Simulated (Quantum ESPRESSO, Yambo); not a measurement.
**G0W0 results for CdS**

```cif
data_Cd2S2
_chemical_formula_sum 'S2 Cd2'
_space_group_name_H-M_alt 'P63mc'
_space_group_IT_number 186
_space_group_name_Hall 'P 6c -2c'
_cell_length_a 4.07673
_cell_length_b 4.07673
_cell_length_c 6.63331
_cell_angle_alpha 90.000
_cell_angle_beta 90.000
_cell_angle_gamma 120.000
loop_
_atom_site_label
_atom_site_type_symbol
_atom_site_symmetry_multiplicity
_atom_site_Wyckoff_symbol
_atom_site_fract_x
_atom_site_fract_y
_atom_site_fract_z
_atom_site_occupancy
S1 S 2 b 0.33333 0.66667 0.37676 1
Cd1 Cd 2 b 0.33333 0.66667 0.00024 1
```

Cell and atoms were relaxed with LDA from Materials Project entry mp-672, within its symmetry.

Starting point: norm-conserving LDA (Quantum ESPRESSO, 102 Ry, scalar-relativistic). G0W0 in Yambo: 3×3×2 Γ-centred k mesh, bands 9 to 195 and a 8 Ry block in the screening, 195 bands in G with the Bruneval-Gonze terminator, plasmon pole fitted at 27.2 eV.

```
Quantity                                         Result
----------------------------------------------  -------
LDA gap along the band path                     1.03 eV
LDA gap between the mesh's edge points (Γ → Γ)  1.03 eV
G0W0 gap between the same points                2.31 eV
```

| k point | band | E LDA (eV) | E QP (eV) | shift (eV) | Z |
|---|---|---|---|---|---|
| Γ | VB | 0.00 | -0.79 | -0.79 | 0.78 |
| Γ | CB | 1.03 | 1.52 | 0.49 | 0.81 |
| A | VB | -0.43 | -1.23 | -0.79 | 0.78 |
| A | CB | 2.70 | 3.21 | 0.51 | 0.81 |
| K | VB | -1.82 | -2.61 | -0.79 | 0.78 |
| K | CB | 4.33 | 4.63 | 0.30 | 0.82 |
| H | VB | -1.24 | -2.01 | -0.77 | 0.78 |
| H | CB | 4.26 | 4.87 | 0.61 | 0.81 |

Energies count from the LDA valence-band maximum.

Nearest settings tried, and what they do to the gap: 127 bands in G: +1 meV; 127 bands in W, 127 bands in G: +11 meV; 7 Ry block (209 vectors against 263): -13 meV; 3×3×1 mesh: -138 meV. So the settings aren't converged at that level. The k mesh is coarse.

Spin-orbit splittings are left out.
